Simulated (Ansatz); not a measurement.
MgCd2H4: reading a single point

```
CELL_PARAMETERS angstrom
0.00000 3.69005 0.00000
3.69005 0.00000 0.00000
1.84503 1.84503 -6.21337
ATOMIC_POSITIONS crystal
Mg 0.00000 0.00000 0.00000
Cd 0.35130 0.35130 0.29740
Cd 0.64870 0.64870 0.70260
H 0.14720 0.14720 0.70560
H 0.85280 0.85280 0.29440
H 0.50000 0.00000 0.00000
H 0.00000 0.50000 0.00000
```

Level: PBE, no spin polarisation; 420 eV; 7×7×7 Γ-centred mesh; cold occupations (width 0.0917 eV); Ansatz 0.2.0, fixed geometry.

**Question.** What do density and ELF say about some of the short contacts?

**Answer.** Mg–H at 1.83 Å: least valence density 0.24 e/Å³ and ELF 0.09 there. Cd–H at 2.54 Å: least valence density 0.14 e/Å³ and ELF 0.20 there. Both are smooth PAW fields, read partly inside the augmentation spheres.

**Question.** Is it stable against the elements?

**Answer.** 0.43 eV an atom against the elements' usual phases (free molecules for gases, crystals otherwise, with no correction for O₂ or N₂), so at this geometry it isn't bound against them. Relaxing would lower it.

**Question.** Is there a gap?

**Answer.** It is a metal, with about 2.4 states/eV a cell as the mean within 0.25 eV of the Fermi level, mostly Cd s (60 %) and H s (28 %).

**Question.** What does the stress say?

**Answer.** The pressure is 3.6 GPa (compression positive), so with the atoms held at these fractions the cell would first expand; the forces are large, so a full relaxation may end otherwise. The principal stresses 3.0, 3.0, 4.7 GPa differ, so its shape would change too.

**Question.** Where is the largest force?

**Answer.** The largest is on H4 (and as large on other atoms): 1.14 eV/Å, components (0.00, 0.00, 1.14). It makes 180° with the line to a nearest neighbour, Mg1 at 1.83 Å, pointing away from it.

Origin: a known structure type with other elements, at an estimated volume, so it need not be a known compound.
